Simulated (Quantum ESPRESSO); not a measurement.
Kohn-Sham bands of TaSe$_{2}$ (R-3m)

```yaml
crystal:
  lattice:
    - [-1.75440, 3.03871, 0.00000]
    - [-3.50880, 0.00000, 0.00000]
    - [-1.75440, 1.01290, 6.64566]
  atoms:
    - { symbol: Ta, position: [0.00000, 0.00000, 0.00000] }
    - { symbol: Se, position: [0.74837, 0.74837, 0.75489] }
    - { symbol: Se, position: [0.25163, 0.25163, 0.24511] }
```

Cell from Materials Project (mp-567724), symmetrised, no further relaxation. COD (Crystallography Open Database) has the formula in 5 space groups, this one among them (matched by group alone). Computed values, not measurements, from PBEsol: Quantum ESPRESSO (norm-conserving PseudoDojo potentials, cutoff 69 Ry, spinors with spin-orbit coupling) on a Γ-centred 6×6×6 mesh, then Wannier90. Density: 10×10×10 mesh, cold smearing 0.01 Ry. The cell is built of weakly bound layers, chains or molecules, whose nearest atoms lie 3.95 Å apart. Database cells relaxed without dispersion often hold them too far apart, which can enlarge gaps and weakens couplings between them; spacing and stacking were not compared with the measured crystal.

Energies are relative to the Fermi level; weights are on the orthonormalised atomic waves of the pseudopotential files, averaged over the group. 45 electrons a cell are treated as valence.

**Question.** Into which isolated groups do the bands fall, where do they lie and what are they made of?

**Answer.** 
```json
[
 {"bands": "1–2", "from (eV)": "-68.58", "to (eV)": "-68.58", "filling": "filled", "weight on atomic waves": "Ta 5s 98 %"},
 {"bands": "3–10", "from (eV)": "-48.37", "to (eV)": "-48.35", "filling": "filled", "weight on atomic waves": "Se 3d 100 %"},
 {"bands": "11–22", "from (eV)": "-47.48", "to (eV)": "-47.46", "filling": "filled", "weight on atomic waves": "Se 3d 100 %"},
 {"bands": "23–24", "from (eV)": "-41.50", "to (eV)": "-41.46", "filling": "filled", "weight on atomic waves": "Ta 5p 99 %"},
 {"bands": "25–28", "from (eV)": "-32.87", "to (eV)": "-32.70", "filling": "filled", "weight on atomic waves": "Ta 5p 98 %"},
 {"bands": "29–32", "from (eV)": "-14.63", "to (eV)": "-12.69", "filling": "filled", "weight on atomic waves": "Se 4s 82 %, Ta 5d 9 %, Ta 6s 7 %"}
]
```

No gap over 0.05 eV opens at the Fermi level at this level of theory.
